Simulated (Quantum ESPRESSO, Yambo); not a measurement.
## Levels of theory for the gap of Na₂NiO₂

Na₂NiO₂ (space group Cmc2_1, No. 36): one geometry, one set of PBEsol (pw.x of Quantum ESPRESSO, ONCV potentials, no spin-orbit coupling) orbitals, self-energies from Yambo (4×4×1 Γ-centred k mesh, bands 13 to 201 and a 7 Ry block in the screening, 201 bands in G with the Bruneval-Gonze terminator, plasmon pole fitted at 27.2 eV).

The geometry is that of Materials Project entry mp-18765, symmetrised and not relaxed again.

```
level                                                        gap (-0.5, -0.5, 0) → (0.25, -0.5, 0) (eV)  direct gap at (0.25, 0.25, 0) (eV)                   rough Yambo cost
-----------------------------------------------------------  ------------------------------------------  ----------------------------------  ---------------------------------
PBEsol (Quantum ESPRESSO)                                                                          0.61                                1.01                                  –
exchange only (Hartree-Fock self-energy on PBEsol orbitals)                                       13.90                               14.61              about 1/7 (10 states)
static COHSEX@PBEsol                                                                               3.01                                3.58  within a factor of two (4 states)
G0W0@PBEsol, plasmon pole                                                                          2.23                                2.70                      1 (10 states)
```

Bare exchange has no screening and gives the widest gap; static COHSEX screens it but leaves out the frequency dependence, which G0W0 restores. All rows use the PBEsol edge points; in the exchange only run other k points give a smaller gap, 13.66 eV.

Costs are rough ratios of core time on shared machines.

Nearest settings tried, and what they do to the gap: 3 Ry block (89 vectors against 259): +612 meV. Not varied: bands in G, bands in W, mesh. So the settings aren't converged at that level.

The 3d shell has no Hubbard U; the runs are without spin polarisation, and magnetic order was not tried.
